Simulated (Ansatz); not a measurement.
Notes on YCr2O3

```
CELL_PARAMETERS angstrom
3.18031 0.00000 0.00000
-1.59016 2.75423 0.00000
0.00000 0.00000 8.11830
ATOMIC_POSITIONS crystal
Y 0.00000 0.00000 0.50000
O 0.33333 0.66667 0.66500
O 0.66667 0.33333 0.33500
O 0.00000 0.00000 0.00000
Cr 0.33333 0.66667 0.16470
Cr 0.66667 0.33333 0.83530
```

Single point in Ansatz 0.2.0 with PBE, spin-orbit coupling. Cutoff 420 eV, PAW datasets, 6×6×3 Γ-centred k mesh, methfessel-paxton filling (width 0.1309 eV).

Magnetic state (reached from a saved solution, and it need not be the lowest): Cr5 along (0.00, 0.00, 1.00), Cr6 along (0.00, 0.00, 1.00).

(1) Is there a gap?

(2) Is it stable against the elements?

(3) Which atom feels the largest force, and which way?

(4) How large are the moments?

Origin: a known structure type with other elements, at an estimated volume, so it need not be a known compound. Caveats: semilocal functionals often miss the gap of such magnets; the k mesh is coarse if the cell is a metal; the SCF threshold is loose for a stress.

## Answers

(1) It is a metal, with about 2.4 states/eV a cell as the mean within 0.25 eV of the Fermi level, mostly Cr d (63 %), Y d (16 %) and O p (12 %).

(2) -1.56 eV an atom against the elements' usual phases (free molecules for gases, crystals otherwise, with no correction for O₂ or N₂), so it is bound against them; other compounds may still compete. Relaxing would lower it.

(3) The largest is on O3 (and as large on other atoms): 0.76 eV/Å, components (0.00, 0.00, -0.76). It makes 126° with the line to a nearest neighbour, Y1 at 2.27 Å.

(4) Cr5 3.76, Cr6 3.76 μB of spin moment in Bader basins; net size 7.81 μB a cell.
